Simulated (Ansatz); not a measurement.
InAs:
```
InAs
1.0
    7.47361     0.00000     0.00000
    0.00000     7.47361     0.00000
    0.00000     0.00000     7.47361
In As
8 8
Cartesian
  2.55566   1.18114   6.29247
  4.91795   6.29247   1.18114
  1.18114   6.29247   2.55566
  6.29247   1.18114   4.91795
  6.29247   2.55566   1.18114
  1.18114   4.91795   6.29247
  4.91795   4.91795   4.91795
  2.55566   2.55566   2.55566
  1.04524   2.69156   4.78205
  6.42837   4.78205   2.69156
  2.69156   4.78205   1.04524
  4.78205   2.69156   6.42837
  4.78205   1.04524   2.69156
  2.69156   6.42837   4.78205
  6.42837   6.42837   6.42837
  1.04524   1.04524   1.04524
```

Relaxed with r²SCAN. Special points in fractions of this cell's reciprocal vectors: Γ (0.000, 0.000, 0.000); X (0.000, 0.500, 0.000); M (0.500, 0.500, 0.000); R (0.500, 0.500, 0.500); X1 (0.500, 0.000, 0.000).

Question: List the band energies nearest the Fermi level at these points for the program Ansatz at the r²SCAN with spin–orbit coupling level (PAW).

Answer: In eV from the Fermi level; about four levels below and three above (degenerate sets whole), none deeper than 8.9 eV; points with the same levels are listed once.

```tsv
k	below	above
Γ	-0.58 -0.58 -0.28 -0.28	0.00 0.00 0.00 0.00
X	-0.73 -0.73 -0.73 -0.73	0.55 0.55 0.55 0.55
M	-1.11 -1.11 -1.11 -1.11	1.14 1.14 1.14 1.14 1.15 1.15 1.15 1.15
R	-1.90 -1.90 -1.90 -1.90 -1.90 -1.90	1.83 1.83 1.93 1.93 1.93 1.93 1.93 1.93
```

Space group Pa-3. The workflow started from a Materials Project entry (that database holds measured and hypothetical structures alike); the Crystallography Open Database copy checked does not list it. It is not the phase usual at ambient conditions (space group No. 216). The cell was relaxed with r²SCAN under the symmetry of its start; its stability against distortions is not shown here. The Fermi level of a semimetal is unsure by some 0.05 eV on such meshes.

Potentials: the later of the program's two PAW sets.
